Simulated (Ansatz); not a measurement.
LaNiGe2 in space group Cmcm (No. 63; La on 4c, Ni on 4c, Ge on 4c, Ge on 4c), PBE in the plane-wave PAW code Ansatz, all energies at zero smearing, with the estimated change up to a 700 eV cutoff added, with one set of potentials and settings (totals compare only within such a set). Cell of 8 atoms (2 La, 2 Ni, 4 Ge): -41366.213 eV.

```
element                             reference phase  E (eV/atom)
-------  ------------------------------------------  -----------
La                    P6_3/mmc, 4 atoms in the cell   -6250.3045
Ni       Fm-3m, 1 atoms in the cell, spin-polarised   -5839.7295
Ge                       Fd-3m, 2 atoms in the cell   -4294.9907
```

Formation energy per atom, worked out: (-41366.213 − 2×(-6250.3045) − 2×(-5839.7295) − 4×(-4294.9907))/8 = -0.773 eV/atom (-75 kJ per mol of atoms), at 0 K, without zero-point energy or fitted corrections.

The first step of the workflow began from a Materials Project structure, measured or hypothetical; the Crystallography Open Database copy checked does not list it. Whether it is the stable phase at ambient conditions was not checked. Symmetry was held in the PBE relaxation; whether a distortion lowers the energy is not shown. The run is not spin-polarised. The references are the lowest solids computed at this level, not always the standard phases. Spin–orbit coupling is left out wherever it is not named.

Potentials: the earlier of the program's two PAW sets.
